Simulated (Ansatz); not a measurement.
A generated cell, not matched to a known phase here, of Mg₄Se₃S: P4/mmm (No. 123), tP8; a = 3.827 Å, b = 3.827 Å, c = 10.808 Å, α = 90.00°, β = 90.00°, γ = 90.00°; Se 1a (0.000, 0.000, 0.000); Se 2h (0.500, 0.500, 0.253); S 1b (0.000, 0.000, 0.500); Mg 2g (0.000, 0.000, 0.259); Mg 1d (0.500, 0.500, 0.500); Mg 1c (0.500, 0.500, 0.000). Computed with r2SCAN (plane waves to 500 eV, PAW, scalar-relativistic; Ansatz, a program for electronic structure). Element references, the lowest calculated here: Se (P3₁21), Mg (P6₃/mmc), S (Fddd).

**Question.** What is the computed formation energy of this P4/mmm form of Mg4Se3S from the elements (r2SCAN)?

**Answer.** -1.50 eV/atom.

A lower structure of this composition may exist.

Static energies, no anion corrections, no zero-point energy. Values are rounded to 0.01 eV/atom. Not shown to be the ambient phase of their composition (a lower form may be missing, and a cell relaxed within its start's symmetry can be a saddle point): Mg4Se3S (P4/mmm). The compounds carry no spin polarisation.
